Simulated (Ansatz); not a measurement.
# RbGePO5, a known structure type with other elements, at an estimated volume

```
CELL_PARAMETERS angstrom
3.50402 4.63274 0.00000
3.50402 -4.63274 0.00000
3.13779 0.00000 -6.84091
ATOMIC_POSITIONS crystal
Ge 0.31380 0.68620 0.75000
Ge 0.68620 0.31380 0.25000
O 0.62970 0.75810 0.58910
O 0.24190 0.37030 0.91090
O 0.37030 0.24190 0.41090
O 0.75810 0.62970 0.08910
Rb 0.33370 0.66630 0.25000
Rb 0.66630 0.33370 0.75000
P 0.00000 0.00000 0.00000
P 0.00000 0.00000 0.50000
O 0.31070 0.90750 0.88450
O 0.09250 0.68930 0.61550
O 0.68930 0.09250 0.11550
O 0.90750 0.31070 0.38450
O 0.07720 0.92280 0.25000
O 0.92280 0.07720 0.75000
```

Single point in Ansatz 0.2.0 with LDA, no spin polarisation. Cutoff 420 eV, PAW datasets, 5×5×4 Γ-centred k mesh, fermi-dirac filling (width 0.1 eV).

Is it stable against the elements?

-1.36 eV an atom against the elements' usual phases (free molecules for gases, crystals otherwise, with no correction for O₂ or N₂), so it is bound against them; other compounds may still compete. Relaxing would lower it.

How is the charge shared?

Bader charges in e: Rb +0.84, Ge +2.22, P +2.04, O -1.07 to -0.89. In the mean Ge gives up most and O takes most.

What does the stress say?

The pressure is -18.4 GPa (compression positive), so with the atoms held at these fractions the cell would first shrink; the forces are large, so a full relaxation may end otherwise. The principal stresses -24.8, -15.4, -15.1 GPa differ, so its shape would change too.

What do density and ELF say about some of the short contacts?

Ge–O at 1.79 Å: least valence density 0.97 e/Å³ and ELF 0.44 there. Rb–O at 2.38 Å: least valence density 0.33 e/Å³ and ELF 0.12 there, a closed-shell (ionic or weak) contact. P–O at 2.01 Å is left out, since its least density falls inside a PAW sphere. Both are smooth PAW fields, read partly inside the augmentation spheres.

Which orbitals make up the band edges?

Within 0.7 eV of the edges, the states project mainly on O p (92 %) below the gap and on O p (67 %) and P s (22 %) above it.

Which atom feels the largest force, and which way?

The largest is on O15 (and as large on other atoms): 2.74 eV/Å, components (0.00, -2.74, 0.00). It makes 69° with the line to a nearest neighbour, P9 at 2.01 Å.

Metal or insulator? Give the gap.

The gap on the k mesh is 0.42 eV; the mesh may miss the band edges, so the true gap of this level can be smaller.

Origin: a known structure type with other elements, at an estimated volume, so it need not be a known compound. Caveats: an odd or shifted mesh can miss the band edges, so this level's true gap may be smaller; atoms or cell far from equilibrium.
